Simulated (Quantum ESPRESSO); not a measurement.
Ti2NbO5F3, convergence and cost over cutoff and k mesh

Simulated, not a measurement. The program is pw.x of Quantum ESPRESSO 7.5 (plane-wave density functional theory). The cell is made up: 11 atoms on a fluorite lattice with one site empty, with randomly drawn elements, strain and displacements, not relaxed. PseudoDojo standard norm-conserving files (v0.5 for PBE, v0.4.1 for LDA and PBEsol) set the functional; there is no spin polarisation, spin-orbit coupling or dispersion term, and the masses in the input are unused placeholders.

Input of the run in row 4:

```
&control calculation='scf', pseudo_dir='./dojo.nc.sr.pbe.v0_5.standard.upf', outdir='./o', disk_io='medium', tprnfor=.true., tstress=.true. /
&system ibrav=0, nat=11, ntyp=4, nbnd=50, ecutwfc=84.00895049, nosym=.true., tot_charge=0,
 occupations='smearing', smearing='fd', degauss=0.0018374661
/
&electrons conv_thr=7.350e-09, electron_maxstep=60, /
ATOMIC_SPECIES
F 1.0 F.upf
Nb 1.0 Nb.upf
O 1.0 O.upf
Ti 1.0 Ti.upf
CELL_PARAMETERS angstrom
4.9349 -0.0517 0.0227
-0.0517 4.9289 0.0657
0.0227 0.0657 5.0033
ATOMIC_POSITIONS angstrom
Ti -0.0434 2.4871 2.5202
Ti 2.5261 -0.0457 2.517
Nb 2.4676 2.4191 0.0377
O 1.2455 1.239 1.2394
F 1.2228 1.2859 3.8057
O 1.1761 3.7087 1.319
F 1.1999 3.7154 3.7956
O 3.6815 1.1904 1.2717
O 3.725 1.2774 3.8252
F 3.6625 3.6644 1.3081
O 3.6966 3.7118 3.8334
K_POINTS automatic
5 5 4 1 1 1
```

The same cell was run at these settings. Meshes are shifted by half a step, and differences are from the last row, which is itself not exact.

```
cutoff (eV)     k mesh  k points solved  threshold (eV)  free energy less the last row's (eV)  pressure (GPa)  largest stress difference (GPa)  largest force difference (eV/Å)  iterations  wall time (s)  k-point pools              processor
        800  2 x 2 x 2                4           1e-04                                 1.549          -30.97                            18.34                            0.169          17             87              1  AMD EPYC, Zen 5 class
       1143  1 x 1 x 1                1           1e-07                                -2.485          -18.07                             5.75                            0.432          25             78              1  AMD EPYC, Zen 5 class
        655  5 x 5 x 4               50           1e-07                                10.580          -78.64                            65.99                            0.249          24            682              1  AMD EPYC, Zen 5 class
       1143  5 x 5 x 4               50           1e-07                                 0.001          -12.85                             0.05                            0.008          23           1134              1  AMD EPYC, Zen 5 class
       1467  7 x 7 x 6              147           1e-07                                 0.000          -12.81                             0.00                            0.000          24           1008              4        AMD EPYC, older
```

Each pool is one process. Wall times include start-up and a band step at six k points, which weighs most on the coarsest meshes. The runs were on shared virtual cores whose load varied, so times are rough.